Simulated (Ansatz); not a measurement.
## WC (Fm-3m), one atom moved along a line

These are results of DFT r2SCAN, scalar-relativistic, plane waves, PAW (Ansatz), not measurements. Settings: plane waves to 500 eV, k-mesh 14×14×14 (Γ-centred), Gaussian smearing 0.15 eV. Spin–orbit coupling is left out, which can shift energies with elements as heavy as these. No spin polarisation. Energies are free energies at this smearing, counted from the undisturbed cell; pressure is positive in compression.

Reference structure (relaxed at this level; this rock-salt form isn't the usual structure):

```
W C
1.0
     4.36483    0.00000    0.00000
     0.00000   -4.36483    0.00000
     0.00000    0.00000   -4.36483
W C
4 4
Direct
  0.00000 0.00000 0.00000
  0.50000 0.50000 0.00000
  0.50000 0.00000 0.50000
  0.00000 0.50000 0.50000
  0.50000 0.00000 0.00000
  0.00000 0.50000 0.00000
  0.00000 0.00000 0.50000
  0.50000 0.50000 0.50000
```

Atom 1 (W) is moved by x along the Cartesian unit vector (-1.000, 0.000, 0.000); the cell and all other atoms stay fixed. The cell is metallic on the mesh throughout.

```
  x (Å)  ΔE (meV/cell)
-0.3000          473.6
-0.1500           67.8
 0.0000            0.0
 0.2250          202.8
```

Predict the pressure (GPa) at each point.

| x (Å) | pressure (GPa) |
| --- | --- |
| -0.3000 | 5.6 |
| -0.1500 | 1.3 |
| 0.0000 | 0.0 |
| 0.2250 | 3.0 |

Cost: 4 runs of about 18 core-minutes in all, on Intel Xeon Processor @ 2.50GHz (Skylake/Cascade Lake) (shared hosts).